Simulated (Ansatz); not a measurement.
SnO (zinc blende, space group No. 216) at seven volumes, DFT-r²SCAN in the program Ansatz with PAW potentials, scaled uniformly. One row is withheld.

| V (Å³/atom) | P (GPa) |
|---|---|
| 18.017 | 7.29 |
| 18.611 | 4.50 |
| 19.205 | 2.11 |
| 19.799 | 0.00 |
| 20.392 | -1.87 |
| 20.986 | -3.51 |
| 21.580 | ? |

Task: Fit the shown pressures and predict the withheld one.

Result: P = (3/2)B₀(x^(7/2) − x^(5/2))[1 + (3/4)(B′ − 4)(x − 1)] with x = (V₀/V)^(2/3). Least squares on the six rows gives V₀ = 19.795 Å³/atom, B₀ = 66.2 GPa, B′ = 3.35. At V = 21.580, x = 0.9441 and P = -4.94 GPa. The run itself gave -4.93 GPa.

Space group F-43m (zinc blende). The start of the workflow was typed in or built on a structure type; neither database checked (COD, Materials Project) lists it. It is not the phase usual at ambient conditions (space group No. 129). The cell was relaxed with r²SCAN under the symmetry of its start. At this level the phase is mechanically unstable. The volume moved by 18 % from the start of the relaxation. Spin–orbit coupling is left out wherever it is not named.

Potentials: the earlier of the program's two PAW sets.
